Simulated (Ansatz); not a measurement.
## KCoAu3C6N6 — contact hyperfine fields

Cell: a structure deposited in the COD whose atoms were relaxed with PBE, the cell held.

```cif
data_KCoAu3C6N6
_symmetry_space_group_name_H-M 'P312'
_symmetry_Int_Tables_number 149
_cell_length_a 6.8280
_cell_length_b 6.8280
_cell_length_c 7.8081
_cell_angle_alpha 90.000
_cell_angle_beta 90.000
_cell_angle_gamma 120.000
loop_
_atom_site_label
_atom_site_type_symbol
_atom_site_symmetry_multiplicity
_atom_site_Wyckoff_symbol
_atom_site_fract_x
_atom_site_fract_y
_atom_site_fract_z
K K 1 d 0.3333 0.6667 0.5000
Co Co 1 b 0.0000 0.0000 0.5000
C C 6 l 0.9930 0.6541 0.2139
Au Au 3 j 0.9909 0.4954 0.0000
N N 6 l 0.9980 0.7526 0.3380
```

One atom of each set is listed.

All values are calculated (Ansatz; DFT, PBE, plane waves and PAW, scalar-relativistic, collinear spin, 420 eV cutoff, Γ-centred 5×5×4 k-points, Fermi–Dirac smearing 0.05 eV), not measured. Start moments as typed (μB): 2 on each Co, none on the rest.

B_c = (2μ₀/3)μB(ρ↑ − ρ↓), with the spin density averaged over the Thomson radius around the nucleus, 7.77 T per e/Å³, positive along the up direction of the run. The valence column is what the valence and semicore waves of the PAW files give as listed; the rest comes from solving these waves and the inner shells again in each spin's potential.

Problem. Give the site moments and the Fermi-contact fields.

Solution. The cell's net moment is 3.00 μB; the site moments, counted in spheres around the atoms, add up to 2.71 μB, and the difference lies between the spheres. One atom of each set is listed.

| site | m (μB) | B_c (T) | valence column (T) | rest (T) |
| --- | --- | --- | --- | --- |
| K | 0.00 | 0.1 | 0.1 | 0.0 |
| Co | 2.53 | -24.2 | 28.9 | -53.1 |
| C | 0.00 | 1.0 | 1.0 | 0.0 |
| Au | 0.00 | 10.9 | 10.8 | 0.0 |
| N | 0.02 | 6.8 | 7.0 | -0.2 |

On Co the field amounts to -9.5 T per μB of the site's moment: core polarisation sets it against the moment.

All moments on Co are parallel here (one such atom a cell), as the cell imposes; many such compounds order antiparallel, where fields on atoms that lie between magnetic neighbours largely cancel. The magnetic order is the one that the run reached from its start moments, not necessarily the measured one. Semilocal functionals underestimate core polarisation, so for a given moment the contact field on a magnetic ion comes out too small, by up to a factor of two. Orbital and dipolar fields are left out; they are small for half-filled shells and for d³ or d⁸ ions in regular octahedra, but can rival the contact field on other open-shell ions, and on Co(II) among six neighbours they can exceed it. Fields under about 2 T can be off by more than a tenth.
